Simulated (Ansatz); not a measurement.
Task: Each is relaxed and computed with r²SCAN in the plane-wave PAW code Ansatz. Which is the only one with a gap?
A) BC5, I-4m2 (B on 2c, C on 4e, C on 2b, C on 4f)
B) B4C, Cm (Pearson symbol mS30)
C) Sc3SnB, anti-perovskite
D) Zr2HC, P3m1 (Zr on 1a, Zr on 1b, H on 1a, C on 1c)

Result: B, B4C, Cm (Pearson symbol mS30). B4C: gap 3.22 eV (indirect); BC5: metal; Zr2HC: metal; Sc3SnB: metal. Standing as an ambient phase not checked: B4C, Cm (Pearson symbol mS30); BC5, I-4m2 (B on 2c, C on 4e, C on 2b, C on 4f); Zr2HC, P3m1 (Zr on 1a, Zr on 1b, H on 1a, C on 1c); Sc3SnB, anti-perovskite. All cells were relaxed under the symmetry of their starts (and spin orders); stability against distortions was not tested throughout. Rows with no word on spin ran without spin polarisation. Spin–orbit coupling is left out wherever it is not named.

Potentials: the later of the program's two PAW sets.
